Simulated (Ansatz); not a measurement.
A relaxed structure of TaSi2. Space group P6₂22 (No. 180). These are r2SCAN (plane waves to 500 eV, PAW, scalar-relativistic; Ansatz, an electronic-structure program) values and carry that method's errors.

```cif
data_Si6Ta3
_chemical_formula_sum 'Ta3 Si6'
_space_group_name_H-M_alt 'P 1'
_space_group_IT_number 1
_cell_length_a 6.39551
_cell_length_b 6.39551
_cell_length_c 6.25502
_cell_angle_alpha 90.000
_cell_angle_beta 90.000
_cell_angle_gamma 120.000
loop_
_space_group_symop_operation_xyz
  'x, y, z'
loop_
_atom_site_label
_atom_site_type_symbol
_atom_site_fract_x
_atom_site_fract_y
_atom_site_fract_z
_atom_site_occupancy
Ta1 Ta 0.50000 0.00000 0.50000 1
Ta2 Ta 0.50000 0.50000 0.83333 1
Ta3 Ta 0.00000 0.50000 0.16667 1
Si1 Si 0.10784 0.21569 0.00000 1
Si2 Si 0.89216 0.10784 0.33333 1
Si3 Si 0.78431 0.89216 0.66667 1
Si4 Si 0.89216 0.78431 0.00000 1
Si5 Si 0.10784 0.89216 0.33333 1
Si6 Si 0.21569 0.10784 0.66667 1
```

- Volume per atom = 24.62 Å³
- Band gap = no gap (metallic)
- Shortest distances = Si–Si 2.39 Å; Si–Ta 2.47 Å
- k-mesh = 9×9×8

Band energies at high-symmetry points (eV from the Fermi level; labels of this space group; no spin-orbit coupling), from −5 eV up to 1.9 eV:

```
point                                                                                                                 energies
-----  -----------------------------------------------------------------------------------------------------------------------
Γ                  -4.32 -4.32 -3.70 -3.04 -3.04 -2.27 -2.27 -1.39 -0.59 -0.59 -0.55 -0.55 -0.48 0.88 1.15 1.15 1.48 1.48 1.48
M      -4.97 -4.62 -3.48 -3.38 -2.94 -2.52 -2.10 -1.84 -1.37 -1.05 -0.56 -0.21 -0.18 -0.16 -0.11 0.92 1.11 1.32 1.55 1.84 1.92
K                    -3.57 -3.57 -3.27 -2.78 -2.78 -1.85 -1.85 -1.40 -1.40 -1.01 -0.73 0.11 0.38 0.38 0.59 0.92 0.92 1.66 1.66
A        -4.98 -4.98 -4.83 -4.09 -2.48 -2.41 -2.41 -2.37 -1.46 -1.46 -0.70 -0.70 -0.44 0.07 0.07 0.61 1.21 1.34 1.34 1.45 1.45
L              -4.20 -4.17 -3.14 -2.75 -2.22 -2.03 -1.85 -1.54 -1.02 -0.86 -0.50 -0.28 0.42 0.45 0.62 0.65 1.05 1.34 1.41 1.83
H                  -4.95 -4.02 -3.55 -3.55 -2.68 -2.68 -1.99 -1.73 -1.40 -1.40 -0.43 -0.36 -0.36 0.11 0.11 0.84 0.93 0.93 1.09
```

No spin polarisation in the result. The relaxed primitive cell holds an odd number of electrons. A magnetic state may lie lower.

The run could not lose the symmetry of its start.

The first start was generated by placing the elements on the sites of a structure type. A measured structure of TaSi2 has the same space group, P6₂22 (No. 180); the sites were not compared with it. Another known form has space group No. 181.
